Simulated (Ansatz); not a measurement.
Here is the system:

CuAu:
```yaml
crystal:
  lattice:
    - [2.87722, 0.00000, 0.00000]
    - [0.00000, 2.87722, 0.00000]
    - [0.00000, 0.00000, 3.62435]
  atoms:
    - { symbol: Cu, position: [0.50000, 0.50000, 0.50000] }
    - { symbol: Au, position: [0.00000, 0.00000, 0.00000] }
```

This is the PBE-relaxed structure.

Problem. All from PBE in the plane-wave PAW code Ansatz, unless another level is named. Give the formation energy from the elements (no fitted shifts).

Solution. -5.3 kJ/mol-atom.

Problem. Give the density of states at the Fermi level.

Solution. 0.31 states/eV per atom (mean over ±0.08 eV).

Problem. What about the gap with spin–orbit coupling?

Solution. none (metallic).

Space group P4/mmm (L1₀ or tetragonal B2). The PBE relaxation kept the symmetry of its start. No spin polarisation was allowed. The references are the lowest solids computed at this level, not always the standard phases. Spin–orbit coupling is left out wherever it is not named.

Potentials: the later of the program's two PAW sets.
